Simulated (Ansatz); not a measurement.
This cell of Nb5Si3 (space group I4/mcm) is off equilibrium:

```xyz
16
Lattice="-3.3594 3.3594 6.0565 3.3594 -3.3594 6.0565 3.3594 3.3594 -6.0565" Properties=species:S:1:pos:R:3 pbc="T T T"
Nb     2.2389     1.1206    -1.7933
Nb     1.1206     2.2389     7.8499
Nb     2.2389    -1.1206     4.2632
Nb     1.1206     4.4800     1.7933
Nb     1.1206     2.2389     4.2632
Nb     2.2389     1.1206     1.7933
Nb     1.1206     4.4800    -1.7933
Nb     2.2389    -1.1206     7.8499
Nb     0.0000     0.0000     6.0565
Nb     0.0000     0.0000     0.0000
Si     4.2281     0.8687     0.0000
Si    -0.8687     2.4907     6.0565
Si     2.4907     0.8687     6.0565
Si     0.8687     2.4907     0.0000
Si     0.0000     0.0000     9.0848
Si     0.0000     0.0000     3.0283
```

Method: PBEsol (plane waves to 420 eV, PAW, scalar-relativistic; Ansatz, an electronic-structure program). k mesh 8×8×8 (Γ-centred), Fermi-Dirac smearing 0.05 eV. E stands for the smeared free energy. Stress and pressure are positive under compression. Nb5Si3 is run without spin polarisation. Nb5Si3 was relaxed with its symmetry unable to fall.

Task: What is the stress tensor (GPa)?

Result: 
```
  -13.7      0.0      0.0
    0.0    -13.7      0.0
    0.0      0.0    -13.1
```
The pressure, a third of the trace, is -13.5 GPa.

Task: It is the relaxed cell scaled evenly to V/V₀ = 1.080, atoms relaxed where free. What is its energy relative to the relaxed cell?

Result: 57 meV/atom.

(A scan under strain: stresses follow from slopes of the energy per volume, elastic moduli from its curvatures.)
